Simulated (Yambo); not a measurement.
Yambo run on MgTiF6 (space group R-3, No. 148). The wavefunctions are LDA (Quantum ESPRESSO, PseudoDojo norm-conserving, 84 Ry, no spin-orbit coupling) ones on a 2×2×2 mesh (32 occupied bands); a = b = c = 5.3688 Å, α = β = γ = 58.13°.

Yambo input:

```
rim_cut
gw0
dyson
el_el_corr
HF_and_locXC
ppa
em1d
RandQpts= 1000000
RandGvec= 1 Ry
EXXRLvcs= 84 Ry
VXCRLvcs= 336 Ry
Chimod= "HARTREE"
% BndsRnXp
 3 | 130 |
%
NGsBlkXp= 4 Ry
% LongDrXp
 1.0 | 1.0 | 1.0 |
%
PPAPntXp= 27.2114 eV
% GbndRnge
 1 | 130 |
%
GTermKind= "BG"
DysSolver= "n"
ExtendOut
% QPkrange
 1 | 1 | 32 | 33 |
 3 | 3 | 33 | 33 |
%
```

k points by index: 1 = Γ, 3 = F.

Resulting energies as the program prints them:

```
#    K-point    Band    Eo [eV]    E [eV]    E-Eo [eV]    Vxc [eV]    Vnlxc [eV]    Sc|Eo [eV]    Sc|E [eV]    dSc/dw|Eo [eV]    Re(Z)    Im(Z)
#
    1    32    0.000000    -2.185209    -2.185209    -22.74732    -30.55043    5.080208    5.617902    -6.695108    0.802540    -0.001367
    1    33    4.844068    7.701039    2.856971    -21.50237    -13.12695    -4.823951    -5.518440    -6.614104    0.804460    -0.001852
    3    33    4.834834    7.698822    2.863989    -21.43873    -13.01288    -4.865986    -5.561856    -6.611029    0.804533    -0.001824
```
(The two width columns are left out.) Convergence of these settings isn't established.

Geometry of the Materials Project entry, not relaxed at this level.

The structure is a Materials Project entry; no match was found in the copy of COD used, and its stability was not checked.
